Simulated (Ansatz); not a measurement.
## C: from a starting cell to a relaxed one

The start is a relaxed C cell, doubled along one cell vector, shaken by Gaussian noise of σ = 0.08 Å a coordinate. Cell shape, volume and atoms are optimised at zero target pressure with r2SCAN (plane waves to 500 eV, PAW, scalar-relativistic; Ansatz, a first-principles code). The first steps use a 15×15×4 k-mesh.

Starting cell:
```
C
1.0
    2.50319     0.00000     0.00000
   -1.25159     2.16783     0.00000
    0.00000     0.00000     8.33770
C
8
Cartesian
 -0.06813   1.44361   0.22032
 -0.12269   1.33264   4.40509
  1.37983   0.70579   2.36476
  1.16853   0.77757   6.41905
  1.13681   0.85036   3.91758
  1.29230   0.79924   8.04511
 -0.07284   1.48470   1.76852
 -0.06791   1.53263   6.04356
```

| Quantity | Result |
|---|---|
| Initial pressure | +11.2 GPa (positive: the cell is compressed) |
| Largest initial force | 7.03 eV/Å, on C2 (atoms numbered as listed) |
| Relative to the parent | The parent structure is recovered, P6₃/mmc (No. 194) |
| Shortest distances (start → end) | The closest pairs of elements (up to four, under 3.6 Å), start → end: C–C 1.41 → 1.54 Å |
| Band gap at the end | 3.60 eV, indirect (valence top at Γ, conduction bottom at K) (no spin-orbit coupling) |
| Optimiser moves | 5 |

No spin polarisation in the result.
